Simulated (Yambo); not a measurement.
Yambo run on AgNO3 (space group R3m, No. 160). The wavefunctions come from this Quantum ESPRESSO step (PBEsol, PseudoDojo standard norm-conserving files, fully relativistic):

```
&CONTROL
  calculation = 'nscf'
  pseudo_dir = './pseudo'
  outdir = './out'
/
&SYSTEM
  ibrav = 0
  nat = 5
  ntyp = 3
  ecutwfc = 84.0
  ecutrho = 336.0
  occupations = 'fixed'
  force_symmorphic = .true.
  nbnd = 164
  noncolin = .true.
  lspinorb = .true.
/
&ELECTRONS
  conv_thr = 5e-09
  diago_full_acc = .true.
  diago_thr_init = 1e-08
/
ATOMIC_SPECIES
N 14.0070 N.upf
O 15.9990 O.upf
Ag 107.8682 Ag.upf
CELL_PARAMETERS angstrom
  2.575121741606   1.486747230712   2.783998775000
 -2.575121741606   1.486747230712   2.783998775000
 -0.000000000000  -2.973494461425   2.783998775000
ATOMIC_POSITIONS crystal
N   0.575494559900   0.575494559900   0.575494559900
O   0.436169457500   0.436169457500   0.861404486500
O   0.861404486500   0.436169457500   0.436169457500
O   0.436169457500   0.861404486500   0.436169457500
Ag   0.992142038500   0.992142038500   0.992142038500
K_POINTS automatic
4 4 4 0 0 0
```

Yambo input:

```
rim_cut
gw0
dyson
el_el_corr
HF_and_locXC
ppa
em1d
RandQpts= 1000000
RandGvec= 1 Ry
EXXRLvcs= 84 Ry
VXCRLvcs= 336 Ry
Chimod= "HARTREE"
% BndsRnXp
 9 | 162 |
%
NGsBlkXp= 6 Ry
% LongDrXp
 1.0 | 1.0 | 1.0 |
%
PPAPntXp= 27.2114 eV
% GbndRnge
 1 | 162 |
%
GTermKind= "BG"
DysSolver= "n"
ExtendOut
% QPkrange
 1 | 1 | 42 | 43 |
 3 | 3 | 42 | 43 |
 7 | 7 | 42 | 43 |
 13 | 13 | 40 | 44 |
%
```

k points by index: 1 = Γ, 3 = L, 7 = F, 13 = Z.

Table of the .qp output:

```
#    K-point    Band    Eo [eV]    E [eV]    E-Eo [eV]    Vxc [eV]    Vnlxc [eV]    Sc|Eo [eV]    Sc|E [eV]    dSc/dw|Eo [eV]    Re(Z)    Im(Z)
#
    1    42    -0.732511    -2.109716    -1.377204    -23.62618    -30.02811    4.683221    5.024723    -6.746825    0.801318    -0.001260
    1    43    1.971466    2.925592    0.954127    -12.14167    -7.448229    -3.563204    -3.739318    -5.022256    0.844191    -0.954300E-3
    3    42    0.000000    -1.176218    -1.176218    -23.14655    -29.48948    4.869253    5.166713    -6.880830    0.798168    -0.001225
    3    43    2.946039    4.857126    1.911088    -18.88052    -14.00212    -2.484960    -2.967309    -6.867701    0.798476    -0.001235
    7    42    -0.209963    -1.413030    -1.203067    -22.93019    -29.26927    4.831805    5.136010    -6.879822    0.798192    -0.001236
    7    43    2.866063    4.791054    1.924991    -19.06195    -14.17004    -2.479445    -2.966916    -6.890503    0.797942    -0.001241
    13    40    -0.722504    -2.095438    -1.372934    -23.72654    -30.05034    4.613718    4.950870    -6.681623    0.802859    -0.001239
    13    41    -0.567252    -1.539388    -0.972137    -20.67798    -26.98145    5.065841    5.331327    -7.430221    0.785510    -0.001289
    13    42    -0.567252    -1.539388    -0.972137    -20.67798    -26.98145    5.065841    5.331327    -7.430221    0.785510    -0.001289
    13    43    1.569917    3.166604    1.596686    -15.70231    -11.07266    -2.679070    -3.032961    -6.030866    0.818577    -0.001100
    13    44    1.569917    3.166604    1.596686    -15.70231    -11.07266    -2.679070    -3.032961    -6.030866    0.818577    -0.001100
```
(The two width columns are left out.) Convergence of these settings isn't established.

Geometry relaxed with PBE+D3(BJ).
